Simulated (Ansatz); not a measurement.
P (black-P type, space group Cmce)

```xyz
4
Lattice="1.6511 -5.3454 0.0000 1.6511 5.3454 0.0000 0.0000 0.0000 4.4667" Properties=species:S:1:pos:R:3 pbc="T T T"
P      1.6511     1.0592     2.6134
P      1.6511    -1.0592     1.8532
P      1.6511    -4.2862     4.0865
P      1.6511     4.2862     0.3801
```

The slice is a (011) plane (indices of the conventional cell) through the point (0.099, 0.901, 0.085) (fractional), spanned by u = [110] and v = [1 -1 1] in vectors of this cell: u (3.30 Å) and v (11.59 Å, at 90° to u). It covers one period; positions are fractions (u, v).

Method: r2SCAN+rVV10 (plane waves to 500 eV, PAW, scalar-relativistic; Ansatz, an electronic-structure program). k mesh 10×10×8. These are valence fields of a PAW run, semicore shells included where kept as valence: close to a nucleus they are smooth pseudo fields. P was relaxed with its symmetry unable to fall.

Question: Sketch the electron localisation function (ELF) on this plane as a map.

Answer: 
```
|xx::**++::::++**::|
|@@%%**::    ::**%%|
|@@%%++..    ..++%%|
|@@%%++::    ::++%%|
|::==**++::::++**==|
|xxxx####----####xx|
|xx--%%##====##%%--|
|++##%%**----**%%##|
|****++--::::--++**|
|--::............::|
|                  |
|                  |
|**==..        ..==|
|@@@@**..    ..**@@|
|@@@@%%--    --%%@@|
|@@@@##--    --##@@|
|%%%%**::    ::**%%|
|@@%%++::    ::++%%|
|@@%%++..    ..++%%|
|@@%%++..    ..++%%|
|%%%%++::    ::++%%|
|@@%%**::    ::**%%|
|@@@@##::    ::##@@|
|@@%%++        ++%%|
|**==..        ..==|
|                  |
|                  |
|--::..        ..::|
|##**++::....::++**|
|##%%##++::::++##%%|
|xx==%%**----**%%==|
|xxxx##**----**##xx|
```
Scale: ten equal steps from 0.02 (start of ' ') to 0.95 (end of '@'), in the order ' .:-=+*#%@'. Values: electron localisation function (ELF). The map has 9 points along u (two characters each, u = 0 at the left) and 32 along v (v = 0 in the bottom row). Points within 0.4 Å of a nucleus are blanked (x), as the pseudised field means little there.
